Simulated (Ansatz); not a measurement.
SrZrO3 (cubic perovskite)

```cif
data_O3SrZr
_chemical_formula_sum 'Sr1 Zr1 O3'
_space_group_name_H-M_alt 'Pm-3m'
_space_group_IT_number 221
_space_group_name_Hall '-P 4 2 3'
_cell_length_a 4.12994
_cell_length_b 4.12994
_cell_length_c 4.12994
_cell_angle_alpha 90.000
_cell_angle_beta 90.000
_cell_angle_gamma 90.000
loop_
_atom_site_label
_atom_site_type_symbol
_atom_site_symmetry_multiplicity
_atom_site_Wyckoff_symbol
_atom_site_fract_x
_atom_site_fract_y
_atom_site_fract_z
_atom_site_occupancy
Sr1 Sr 1 b 0.50000 0.50000 0.50000 1
Zr1 Zr 1 a 0.00000 0.00000 0.00000 1
O1 O 3 d 0.00000 0.00000 0.50000 1
```

Grid over V/V₀ and (c/a)/(c/a)₀, subscript 0 meaning the relaxed cell; the conventional c axis lies along z; no internal relaxation.

Computed with PBEsol (plane waves to 420 eV, PAW, scalar-relativistic; Ansatz, a first-principles code). k mesh 8×8×8 (Γ-centred), Fermi-Dirac smearing 0.05 eV. Energies are smeared free energies. SrZrO3 is run without spin polarisation. SrZrO3 was relaxed with its symmetry unable to fall. This is a high-temperature form of SrZrO3.

Changes of ΔE (eV/atom) from the point V/V₀ = 1.000, (c/a)/(c/a)₀ = 1.000 when one coordinate moves alone (two changes are said to add if the coupling is within 5 % of the smaller one, nearly so within 20 %):

```tsv
point	change
V/V₀ = 1.000, (c/a)/(c/a)₀ = 0.960	0.01365
V/V₀ = 1.000, (c/a)/(c/a)₀ = 0.980	0.00324
V/V₀ = 0.960, (c/a)/(c/a)₀ = 1.000	0.01238
V/V₀ = 0.980, (c/a)/(c/a)₀ = 1.000	0.00297
V/V₀ = 1.020, (c/a)/(c/a)₀ = 1.000	0.00280
V/V₀ = 1.040, (c/a)/(c/a)₀ = 1.000	0.01083
V/V₀ = 1.000, (c/a)/(c/a)₀ = 1.020	0.00298
V/V₀ = 1.000, (c/a)/(c/a)₀ = 1.040	0.01155
```

Question: What is the change at V/V₀ = 0.980, (c/a)/(c/a)₀ = 0.980, where both move, and how far is it from the sum?

Answer: The sum of the single changes is 0.00297 + (0.00324) = 0.00621; the calculation gives 0.00648, so the coupling contributes 0.00027 (under 20 % of the smaller single change, nearly additive).

Question: What is the change at V/V₀ = 0.980, (c/a)/(c/a)₀ = 1.040, where both move, and how far is it from the sum?

Answer: The sum of the single changes is 0.00297 + (0.01155) = 0.01452; the calculation gives 0.01537, so the coupling contributes 0.00085 (over 20 % of the smaller single change, not additive).

Question: What is the change at V/V₀ = 1.040, (c/a)/(c/a)₀ = 1.020, where both move, and how far is it from the sum?

Answer: The sum of the single changes is 0.01083 + (0.00298) = 0.01381; the calculation gives 0.01342, so the coupling contributes -0.00039 (under 20 % of the smaller single change, nearly additive).

(A scan under strain: stresses follow from slopes of the energy per volume, elastic moduli from its curvatures.)
